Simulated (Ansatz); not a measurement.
HfZn$_{2}$ (cubic Laves (MgCu2 type), Fd-3m), r²SCAN (plane waves, PAW; program Ansatz), all energies at zero smearing, with the estimated change up to a 700 eV cutoff added, with one set of potentials and settings (totals compare only within such a set). Cell of 6 atoms (2 Hf, 4 Zn): -44770.337 eV.

```
element                reference phase  E (eV/atom)
-------  -----------------------------  -----------
Hf       P6_3/mmc, 2 atoms in the cell  -15733.0631
Zn       P6_3/mmc, 2 atoms in the cell   -3325.6729
```

Formation energy per atom, worked out: (-44770.337 − 2×(-15733.0631) − 4×(-3325.6729))/6 = -0.253 eV/atom (-24 kJ per mol of atoms), at 0 K, without zero-point energy or fitted corrections.

The workflow started from an entry of the Crystallography Open Database (COD). Whether it is the stable phase at ambient conditions was not checked. Symmetry was held in the r²SCAN relaxation; its stability against distortions is not shown here. The run is not spin-polarised. The references are the lowest solids computed at this level, not always the standard phases. Scalar-relativistic: spin–orbit coupling is off unless named, which matters more the heavier the elements.

Potentials: the later of the program's two PAW sets.
